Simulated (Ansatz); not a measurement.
BaNbNO2 in space group P4/mmm (No. 123; Ba on 1a, Nb on 1d, N on 1c, O on 2e) at seven volumes, r²SCAN in the plane-wave PAW code Ansatz, shape and atoms relaxed at each. One row is withheld.

```tsv
V (Å³/atom)	P (GPa)
12.643	22.18
13.059	13.54
13.476	6.21
13.893	0.00
14.310	?
14.727	-9.73
15.143	-13.51
```

Question: Fit the shown pressures and predict the withheld one.

Answer: Third-order Birch–Murnaghan: P = (3/2)B₀(x^(7/2) − x^(5/2))[1 + (3/4)(B′ − 4)(x − 1)] with x = (V₀/V)^(2/3). Least squares on the six rows gives V₀ = 13.893 Å³/atom, B₀ = 190.2 GPa, B′ = 4.49. At V = 14.310, x = 0.9805 and P = -5.26 GPa. The run itself gave -5.27 GPa.

The first step of the workflow began from a Materials Project structure, measured or hypothetical; the Crystallography Open Database copy checked does not list it. With N and O taken as one species the cell has the higher symmetry Pm-3m, so it may be an ordered model of a mixed-site phase. Its standing as an ambient phase is unchecked. The cell was relaxed with r²SCAN under the symmetry of its start. At this level the phase is dynamically unstable (imaginary phonons). The run is not spin-polarised. Scalar-relativistic: spin–orbit coupling is off unless named, which matters more the heavier the elements.

Potentials: the later of the program's two PAW sets.
